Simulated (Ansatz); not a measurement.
MoPd in space group Cmcm (No. 63; Mo on 4c, Pd on 4c) at seven volumes, r²SCAN (plane waves, PAW; program Ansatz), shape and atoms relaxed at each. One row is withheld.

```
V (Å³/atom)  P (GPa)
-----------  -------
13.746         28.68
14.199             ?
14.652          7.93
15.105         -0.01
15.558         -6.62
16.011        -12.11
16.465        -16.56
```

Q: Fit the shown pressures and predict the withheld one.

A: P = (3/2)B₀(x^(7/2) − x^(5/2))[1 + (3/4)(B′ − 4)(x − 1)] with x = (V₀/V)^(2/3). Least squares on the six rows gives V₀ = 15.104 Å³/atom, B₀ = 240 GPa, B′ = 5.07. At V = 14.199, x = 1.0421 and P = 17.35 GPa. The run itself gave 17.40 GPa.

The start of the workflow was typed in or built on a structure type; neither database checked (COD, Materials Project) lists it. Whether it is the stable phase at ambient conditions was not checked. The r²SCAN relaxation kept the symmetry of its start; whether a distortion lowers the energy is not shown. The run is not spin-polarised.

Potentials: the earlier of the program's two PAW sets.
